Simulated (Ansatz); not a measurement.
# SnTe: stiffness from a series of strains

```
CELL_PARAMETERS angstrom
0.00000 3.15650 3.15650
3.15650 0.00000 3.15650
3.15650 3.15650 0.00000
ATOMIC_POSITIONS crystal
Sn 0.00000 0.00000 0.00000
Te 0.50000 0.50000 0.50000
```

Atoms are numbered in the order listed.

The cell is COD entry 9008726, as deposited and not checked against the literature; nothing was relaxed.

No spin–orbit coupling, which matters for the heavy atoms here.

These are results of Ansatz 0.2.0, DFT, PBEsol, all-electron LAPW, scalar-relativistic, not measurements.

Settings: a Γ-centred 11×11×11 k mesh, Fermi–Dirac smearing of 0.08 eV, basis error target 0.25 meV/atom, no spin polarisation.

The strain is applied along the Cartesian axes of the cell as listed (the other components stay zero). Fractional coordinates are held (clamped ions).

σ is the change of stress from the unstrained cell, which is at -0.53 GPa; tension is positive, so slopes are stress–strain coefficients at that pressure.

Only quantities that a quadratic follows smoothly over the whole series are listed; rougher ones are left out.

| εxx = εyy | σzz (GPa) | σxx (GPa) |
| --- | --- | --- |
| -0.0200 | -0.09 | -3.00 |
| 0.0000 | 0.00 | 0.00 |
| 0.0100 | 0.04 | 1.23 |
| 0.0200 | 0.09 | 2.31 |

(1) Fit the series and read off the stiffness at zero strain.

(2) One run, at εxx = εyy = -0.0100, is withheld. Predict its row.

Answers

(1) Least-squares fits y = p0 + p1 x + p2 x² to the rows give σzz (GPa): p1 = 4.46, p2 = 4.5; σxx (GPa): p1 = 133, p2 = -850. So 2 C12 = 4 GPa and C11 + C12 = 133 GPa.

(2) The fits give -0.05, -1.42; the run gave -0.04, -1.41.
